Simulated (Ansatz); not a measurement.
NiAs2O4:
```
NiAs2O4
1.0
    8.24017     0.00000     0.00000
    0.00000     8.24017     0.00000
    0.00000     0.00000     5.62938
Ni As O
4 8 16
Direct
  0.50000   0.00000   0.25000
  0.50000   0.00000   0.75000
  0.00000   0.50000   0.75000
  0.00000   0.50000   0.25000
  0.17069   0.18415   0.00000
  0.82931   0.81585   0.00000
  0.81585   0.17069   0.50000
  0.18415   0.82931   0.50000
  0.67069   0.31585   0.00000
  0.32931   0.68415   0.00000
  0.31585   0.32931   0.50000
  0.68415   0.67069   0.50000
  0.31842   0.18158   0.25000
  0.68158   0.81842   0.75000
  0.81842   0.31842   0.75000
  0.18158   0.68158   0.25000
  0.68158   0.81842   0.25000
  0.31842   0.18158   0.75000
  0.18158   0.68158   0.75000
  0.81842   0.31842   0.25000
  0.63699   0.10797   0.00000
  0.36301   0.89203   0.00000
  0.89203   0.63699   0.50000
  0.10797   0.36301   0.50000
  0.13699   0.39203   0.00000
  0.86301   0.60797   0.00000
  0.39203   0.86301   0.50000
  0.60797   0.13699   0.50000
```
The run is spin-polarised; directions of the spins, atom by atom: ↑ ↑ ↑ ↑ 0 0 0 0 0 0 0 0 0 0 0 0 0 0 0 0 0 0 0 0 0 0 0 0.

This is the r²SCAN-relaxed structure.

Task: All from r²SCAN (plane waves, PAW; program Ansatz), unless another level is named. Predict the band gap.

Result: 2.07 eV (smallest direct gap 2.07 eV).

Task: What about the valence-band maximum?

Result: on the M–Γ line, 58 % of the way from M.

Task: Give the conduction-band minimum.

Result: at Γ.

Space group P4_2/mbc. The workflow started from a Materials Project entry (that database holds measured and hypothetical structures alike); the Crystallography Open Database files this formula in space group No. 135, but the cells were not matched. Its standing as an ambient phase is unchecked. The cell was relaxed with r²SCAN under the symmetry of its start; its stability against distortions is not shown here. The final state is ferromagnetic, chosen from 3 collinear starts compared on coarse meshes (ties went to the first, and starts can fall back to one state), not a proven ground state. The program gave a warning on the electronic state, which may not be the lowest. No Hubbard U is applied. Spin–orbit coupling is left out wherever it is not named.

Potentials: the later of the program's two PAW sets.
